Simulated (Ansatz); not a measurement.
KTaO$_{3}$ (cubic perovskite)

```yaml
crystal:
  lattice:
    - [3.98532, 0.00000, 0.00000]
    - [0.00000, 3.98532, 0.00000]
    - [0.00000, 0.00000, 3.98532]
  atoms:
    - { symbol: K, position: [0.00000, 0.00000, 0.00000] }
    - { symbol: Ta, position: [0.50000, 0.50000, 0.50000] }
    - { symbol: O, position: [0.00000, 0.50000, 0.50000] }
    - { symbol: O, position: [0.50000, 0.50000, 0.00000] }
    - { symbol: O, position: [0.50000, 0.00000, 0.50000] }
```

The slice is a {100} plane (indices of the conventional cell) through the point (0.500, 0.500, 0.500) (fractional), spanned by u = [100] and v = [010] in vectors of this cell: u (3.99 Å) and v (3.99 Å, at 90° to u). It covers one period; positions are fractions (u, v).

Computed with PBEsol (plane waves to 420 eV, PAW, scalar-relativistic; Ansatz, a program for electronic structure). k mesh 8×8×8. Near the nuclei the fields are pseudised (PAW); where an atom keeps semicore shells as valence, they peak there. KTaO3 is run without spin polarisation. KTaO3 was relaxed with its symmetry unable to fall. Spin-orbit coupling is left out, though Ta is heavy.

**Question.** Around which element is the density of the highest valence band (whole band, smooth part) largest on this plane?

**Answer.** O. Mean over a disc round each atom, of radius 0.45 times the shortest bond: O 0.103, Ta 0.004 e/Å³.

**Question.** Around which element is the density of the lowest conduction band (whole band as if filled, smooth part) largest on this plane?

**Answer.** Ta. Mean over a disc round each atom, of radius 0.45 times the shortest bond: Ta 0.100, O 0.023 e/Å³.

**Question.** What is the ELF at the density minimum of the shortest Ta–O line in this plane (1.99 Å)?

**Answer.** 0.3.

**Question.** Sketch the electron localisation function (ELF) on this plane as a map.

**Answer.** 
```tsv
v \ u	0.00	0.12	0.25	0.38	0.50	0.62	0.75	0.88
0.92	x	0.75	0.19	0.82	x	0.82	0.19	0.75
0.83	0.70	0.50	0.13	0.75	0.82	0.75	0.13	0.50
0.75	0.21	0.16	0.09	0.37	0.61	0.37	0.09	0.16
0.67	0.79	0.71	0.22	0.06	0.15	0.06	0.22	0.71
0.58	x	0.82	0.51	0.03	0.02	0.03	0.51	0.82
0.50	x	0.80	0.61	0.04	0.01	0.04	0.61	0.80
0.42	x	0.82	0.51	0.03	0.02	0.03	0.51	0.82
0.33	0.79	0.71	0.22	0.06	0.15	0.06	0.22	0.71
0.25	0.21	0.16	0.09	0.37	0.61	0.37	0.09	0.16
0.17	0.70	0.50	0.13	0.75	0.82	0.75	0.13	0.50
0.08	x	0.75	0.19	0.82	x	0.82	0.19	0.75
0.00	x	0.71	0.21	0.80	x	0.80	0.21	0.71
```

Values: electron localisation function (ELF). Points within 0.4 Å of a nucleus are blanked (x), as the pseudised field means little there.
